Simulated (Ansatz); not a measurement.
## Al$_{2}$GaN$_{3}$: enthalpy under pressure, worked through

All numbers below come from DFT PBEsol, scalar-relativistic, plane waves, PAW (Ansatz). Settings: 420 eV cutoff, 8×8×4 k-mesh, Gaussian smearing of 0.02 eV, no spin polarisation.

Starting point, cell and atoms relaxed:

```yaml
crystal:
  lattice:
    - [5.74321, -1.56788, 0.00091]
    - [5.74321, 1.56788, 0.00091]
    - [-1.89621, 0.00000, 7.17535]
  atoms:
    - { symbol: Al, position: [0.94421, 0.94421, 0.38923] }
    - { symbol: Al, position: [0.88893, 0.88893, 0.77670] }
    - { symbol: Al, position: [0.22314, 0.22314, 0.44451] }
    - { symbol: Al, position: [0.55405, 0.55405, 0.11303] }
    - { symbol: Ga, position: [0.27708, 0.27708, 0.05762] }
    - { symbol: Ga, position: [0.60965, 0.60965, 0.72179] }
    - { symbol: N, position: [0.14761, 0.14761, 0.18500] }
    - { symbol: N, position: [0.48165, 0.48165, 0.85245] }
    - { symbol: N, position: [0.81833, 0.81833, 0.51506] }
    - { symbol: N, position: [0.76440, 0.76440, 0.90172] }
    - { symbol: N, position: [0.09530, 0.09530, 0.56471] }
    - { symbol: N, position: [0.43101, 0.43101, 0.24298] }
```

Cell and atoms were relaxed at each target pressure within the start's symmetry (Cm), at zero temperature; other phases can be more stable under pressure. H = E + PV with P the target; E is the free energy at the smearing used, whose derivative the pressure is, per atom and counted from zero pressure.

```
P (GPa) V (Å³/atom) E − E0 (meV) H − H0 (meV)
      0       10.769           0.0           0.0
      2       10.660           0.7         133.8
      5       10.512           4.0         332.0
     10       10.283          14.6         656.4
     20        9.888          51.3        1285.5
```

Question: Thermodynamics gives dH/dP = V along a relaxed path. Integrate V over P by the trapezoid rule and compare with the computed enthalpies.

Answer: With 1 eV/Å³ = 160.22 GPa, each step adds the mean volume times ΔP / 160.22:
```json
{"P (GPa)": "2", "∫V dP (meV)": "133.7", "H − H0 (meV)": "133.8", "difference (meV)": "0.0"}
{"P (GPa)": "5", "∫V dP (meV)": "332.0", "H − H0 (meV)": "332.0", "difference (meV)": "0.0"}
{"P (GPa)": "10", "∫V dP (meV)": "656.4", "H − H0 (meV)": "656.4", "difference (meV)": "0.0"}
{"P (GPa)": "20", "∫V dP (meV)": "1285.9", "H − H0 (meV)": "1285.5", "difference (meV)": "0.4"}
```

V(P) curves upward, so the trapezoid rule runs high; integrating a smooth curve through the same points (P as a polynomial of degree 4 in ln V) puts that excess at about 0.6 meV at 20 GPa, against the 0.4 meV found.

Question: At 20 GPa, how much of the enthalpy change is stored energy and how much is the PV term?

Answer: E rises by 51 meV/atom and PV is 20 × 9.888 / 160.22 = 1234 meV/atom, so PV makes 96 % of ΔH. So between rival structures at high pressure a small difference in volume can outweigh the difference in energy: 1 % of this volume is worth 12.3 meV/atom at this pressure.

Question: What bulk modulus do the lowest pressures give?

Answer: From the pressures that the runs reached, -2.04 GPa (10.884 Å³) and 2.06 GPa (10.660 Å³), B = −ΔP/Δln V = 4.10 / 0.0208 = 197 GPa, a mean over that range.

Question: The gap is 3.176 eV at -2.04 GPa and 3.336 eV at 2.06 GPa. What pressure coefficient and volume deformation potential follow?

Answer: dE_g/dP = 39.0 meV/GPa, and a_V = dE_g/d ln V = −B dE_g/dP = -7.68 eV. A gap that opens under pressure, with a_V of several eV below zero, is what an s-like antibonding conduction edge gives, since compression pushes it up. If the edges move to other points of the zone within the range, this is a mean of two slopes. Gaps are Kohn–Sham gaps over the whole zone.